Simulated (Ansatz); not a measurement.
The cell is Ga4SbAs3 as one 8-atom ordering (R3m) on the zincblende lattice; cell and atoms were relaxed with r2SCAN. The symmetry is R3m (No. 160, trigonal); conventional cell a = 4.095 Å, c = 40.098 Å, 24.26 Å³ an atom. As is surrounded by 4 Ga at 2.45–2.49 Å; As is surrounded by 4 Ga at 2.46–2.49 Å; Sb is surrounded by 4 Ga at 2.57–2.65 Å; Ga is surrounded by 4 As at 2.46–2.49 Å; Ga is surrounded by 3 As at 2.49 Å and 1 Sb at 2.65 Å; Ga is surrounded by 1 As at 2.45 Å and 3 Sb at 2.57 Å.

```cif
data_structure
_symmetry_space_group_name_H-M 'P 1'
_symmetry_Int_Tables_number 1
_cell_length_a 13.5735
_cell_length_b 13.5735
_cell_length_c 13.5735
_cell_angle_alpha 17.350
_cell_angle_beta 17.350
_cell_angle_gamma 17.350
_cell_volume 194.07
loop_
_atom_site_label
_atom_site_type_symbol
_atom_site_fract_x
_atom_site_fract_y
_atom_site_fract_z
_atom_site_occupancy
As1 As 0.00245 0.00245 0.00245 1
As2 As 0.74998 0.74998 0.74998 1
As3 As 0.49755 0.49755 0.49755 1
Sb1 Sb 0.24985 0.24985 0.24985 1
Ga1 Ga 0.68866 0.68866 0.68866 1
Ga2 Ga 0.43621 0.43621 0.43621 1
Ga3 Ga 0.18384 0.18384 0.18384 1
Ga4 Ga 0.94146 0.94146 0.94146 1
```

The questions ask for values computed with the PAW code Ansatz on this geometry. Values at 0 K without nuclear motion; no magnetic order is allowed, and the phase may be a hypothetical one.

Given (8×8×8 mesh): r2SCAN gives a gap of zero: filled and empty bands touch at Γ.

(1) How does the gap change from r2SCAN to PBE (8×8×8)?

(2) Estimate the gap with PBE+SOC on 8×8×8.

(3) Estimate the gap with HSE06 on 4×4×4.

(4) Roughly how does the cost of the PBE+SOC run (8×8×8) compare with r2SCAN's (8×8×8)?

Answers

(1) PBE gives no gap: the lowest nominally empty band dips 0.01 eV below the top of the last filled one (its bottom at Γ–T (0.25 of the way from Γ), the top at Γ), so the cell is a metal or semimetal at this level.

(2) The PBE+SOC gap is direct at Γ–T (0.75 of the way from Γ): 0.01 eV. (This is within a few times the smearing of 0.02 eV, so the filling near the edges can be smeared.) Spin-orbit coupling itself accounts for +0.013 eV.

(3) With HSE06 the gap is 0.39 eV and direct, at Γ.

(4) About 4 times as much (6 core-minutes against 90 core-seconds, on 4 threads of Intel(R) Xeon(R) 6975P-C (Granite Rapids), with other jobs on the host).

Only the levels marked +SOC include spin-orbit coupling.

Small gaps with spin-orbit coupling can be splittings of inverted bands, not the fundamental gap; semilocal functionals often invert bands that the real crystal keeps in order.

Gaps under 0.1 eV (PBE+SOC) can't be told from a closed one: the bands may be in normal order or already inverted, which a gap's size doesn't show.
